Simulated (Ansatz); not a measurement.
Bi2Se3:
```yaml
crystal:
  lattice:
    - [4.13769, 0.00000, 0.00000]
    - [-2.06885, 3.58335, 0.00000]
    - [0.00000, 0.00000, 40.00000]
  atoms:
    - { symbol: Se, position: [0.00000, 0.00000, 0.50000] }
    - { symbol: Bi, position: [0.33333, 0.66667, 0.54860] }
    - { symbol: Se, position: [0.33333, 0.66667, 0.41260] }
    - { symbol: Bi, position: [0.66667, 0.33333, 0.45140] }
    - { symbol: Se, position: [0.66667, 0.33333, 0.58740] }
```
The layer is periodic in x and y and isolated along z.

Relaxed with r²SCAN+D4. Special points in fractions of this cell's reciprocal vectors: Γ (0.000, 0.000, 0.000); M (0.500, 0.000, 0.000); K (0.333, 0.333, 0.000).

Problem. List the band energies nearest the valence-band maximum at these points for plane-wave PAW r²SCAN+D4 with spin–orbit coupling (Ansatz code).

Solution. In eV from the valence-band maximum; about four levels below and three above (degenerate sets whole), none deeper than 8.9 eV; points with the same levels are listed once.

```csv
k,below,above
Γ,-0.64 -0.64 -0.33 -0.33,0.60 0.60 1.87 1.87
M,-0.87 -0.87 -0.52 -0.52,1.61 1.61 2.98 2.98
K,-0.42 -0.42 -0.42 -0.42,2.32 2.32 2.81 2.81
```

Space group P-3m1 (quintuple layer). A layer that has been made, often on a substrate. The r²SCAN+D4 relaxation kept the symmetry of its start; its stability against distortions is not shown here.

Potentials: the later of the program's two PAW sets.
